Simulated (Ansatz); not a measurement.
Relaxed-ion elastic tensor of GaAs (zinc blende, F-43m) in GPa (Voigt order), plane-wave PAW LDA (Ansatz code); density 5.46 g/cm³, 21.98 Å³ per atom.

|  | 1 | 2 | 3 | 4 | 5 | 6 |
|---|---|---|---|---|---|---|
| 1 | 117 | 53.1 | 53.1 | 0.0 | 0.0 | 0.0 |
| 2 | 53.1 | 117 | 53.1 | 0.0 | 0.0 | 0.0 |
| 3 | 53.1 | 53.1 | 117 | 0.0 | 0.0 | 0.0 |
| 4 | 0.0 | 0.0 | 0.0 | 58.6 | 0.0 | 0.0 |
| 5 | 0.0 | 0.0 | 0.0 | 0.0 | 58.6 | 0.0 |
| 6 | 0.0 | 0.0 | 0.0 | 0.0 | 0.0 | 58.6 |

Task: Is the crystal mechanically stable?

Result: Yes: the smallest eigenvalue of C is 58.6 GPa.

Task: Work out the Voigt, Reuss and Hill averages.

Result: K_V = 74.4, K_R = 74.4, K_H = 74.4; G_V = 48.0, G_R = 44.0, G_H = 46.0 GPa.

Task: Give Young's modulus, Poisson's ratio, Pugh's ratio and the universal anisotropy index.

Result: E = 9KG/(3K + G) = 114 GPa; ν = 0.24; K/G = 1.62 (brittle by the Pugh limit of 1.75); A_U = 5G_V/G_R + K_V/K_R − 6 = 0.45.

Task: Estimate the sound speeds and the Debye temperature.

Result: v_l = √((K + 4G/3)/ρ) = 4990 m/s, v_t = √(G/ρ) = 2900 m/s, mean 3220 m/s; Θ = (h/k)(3n/4πV)^(1/3) v_m = 342 K.

Task: Give the Zener ratio and Young's modulus along [100], [110] and [111].

Result: A = 2C44/(C11 − C12) = 1.83; 1/E = S11 − 2(S11 − S12 − S44/2)Γ with Γ = 0, 1/4, 1/3 gives 84.1, 120, 139 GPa.

The LDA relaxation kept the symmetry of its start; phonons on a q-mesh show no instability.

Potentials: the later of the program's two PAW sets.
